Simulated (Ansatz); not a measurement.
GaPO4 in space group P3_121 (No. 152; Ga on 3b, P on 3a, O on 6c, O on 6c), r²SCAN (plane waves, PAW; program Ansatz). The conduction-band minimum lies at Γ, with 1 equivalent valley. Second derivatives d²E/dk² of the lowest band at one valley (eV·Å²), along Cartesian directions:

```json
[
 {"direction": "[100]", "d²E/dk²": "15.11"},
 {"direction": "[010]", "d²E/dk²": "15.11"},
 {"direction": "[001]", "d²E/dk²": "15.83"},
 {"direction": "[110]", "d²E/dk²": "15.11"},
 {"direction": "[101]", "d²E/dk²": "15.47"},
 {"direction": "[011]", "d²E/dk²": "15.47"}
]
```

Problem. Find the principal effective masses, the density-of-states mass and the conductivity mass.

Solution. Off-diagonal terms follow from H_xy = H[110] − (H_xx + H_yy)/2, and m*/mₑ = 7.620 eV·Å² over each eigenvalue: 0.48, 0.50, 0.50. One valley's DOS mass (m₁m₂m₃)^(1/3) = 0.50, conductivity mass 3/(Σ 1/mᵢ) = 0.50 mₑ.

Problem. What effective density of states Nc follows at 300 K for parabolic valleys?

Solution. Nc = 2.509e19 × 1 × (0.50)^(3/2) ≈ 8.9e18 cm⁻³.

The first step of the workflow began from a Materials Project structure, measured or hypothetical; the Crystallography Open Database files this formula in space group No. 152, but the cells were not matched. Whether it is the stable phase at ambient conditions was not checked. Symmetry was held in the r²SCAN relaxation; its stability against distortions is not shown here. Spin–orbit coupling is left out wherever it is not named.

Potentials: the earlier of the program's two PAW sets. The files were generated under PBE; for other functionals the program regenerates the frozen cores, and for LDA and PBEsol the local potential too.
